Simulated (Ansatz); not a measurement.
# Kick test of a cell of AlGa3P4

The cell was found from a structure generator's guess, not taken from experiment.

These are results of DFT PBE, scalar-relativistic, plane waves, PAW (Ansatz 0.2.0), not measurements. Settings: cutoff 420 eV, Γ-centred mesh 8×8×4 on the computed 8-atom cell, Gaussian smearing of 0.02 eV; no spin polarisation.

The cell below (8 atoms, space group P-4m2 (No. 115)) is relaxed within its symmetry.

```xyz
8
Lattice="3.8956 0.0000 0.0000 0.0000 3.8956 0.0000 0.0000 0.0000 11.0071" Properties=species:S:1:pos:R:3 pbc="T T T"
Al    1.9478    1.9478    5.5036
Ga    0.0000    0.0000    8.2556
Ga    1.9478    1.9478    0.0000
Ga    0.0000    0.0000    2.7515
P     1.9478    0.0000    9.6318
P     0.0000    1.9478    1.3753
P     1.9478    0.0000    4.1338
P     0.0000    1.9478    6.8733
```

For the test it was strained at random (σ = 1.5 % a component), the atoms were moved at random (σ = 0.05 Å), and all was relaxed again on a coarse 4×4×2 mesh (in the run’s order of axes) with 0.10 eV smearing, with no symmetry imposed.

Question: Does it come back?

Answer: It returns, within 1 meV/atom of the unmoved cell on that mesh and with the same symmetry when read at 0.1 Å. No instability shows in this cell; modes of other wave vectors, which need another repeat, aren't tested.
